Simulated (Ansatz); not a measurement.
BP:
```
BP
1.0
    3.15843     0.00000     0.00000
   -1.57921     2.73528     0.00000
    0.00000     0.00000     5.24156
B P
2 2
Direct
  0.66667   0.33333   0.50048
  0.33333   0.66667   0.00048
  0.66667   0.33333   0.87452
  0.33333   0.66667   0.37452
```

Cartesian axes are those of the cell as given.

Give the high-frequency dielectric tensor and the Born effective charge tensors of the independent atoms from DFPT, DFT-LDA in the program Ansatz with PAW potentials.


ε∞:
```
8.98  0.00  0.00
0.00  8.98  0.00
0.00  0.00  9.60
```
Z* of atom 1 (B), rows: field, columns: displacement, in e:
```
-0.66   0.00   0.00
 0.00  -0.66   0.00
 0.00   0.00  -0.67
```
Z* of atom 3 (P), rows: field, columns: displacement, in e:
```
0.66  0.00  0.00
0.00  0.66  0.00
0.00  0.00  0.67
```

Space group P6_3mc (wurtzite). The workflow started from a Materials Project entry (that database holds measured and hypothetical structures alike); the Crystallography Open Database copy checked does not list it. It is not the phase usual at ambient conditions (space group No. 216). Symmetry was held in the LDA relaxation; its stability against distortions is not shown here.

Potentials: the earlier of the program's two PAW sets. The files were generated under PBE; for other functionals the program regenerates the frozen cores, and for LDA and PBEsol the local potential too.
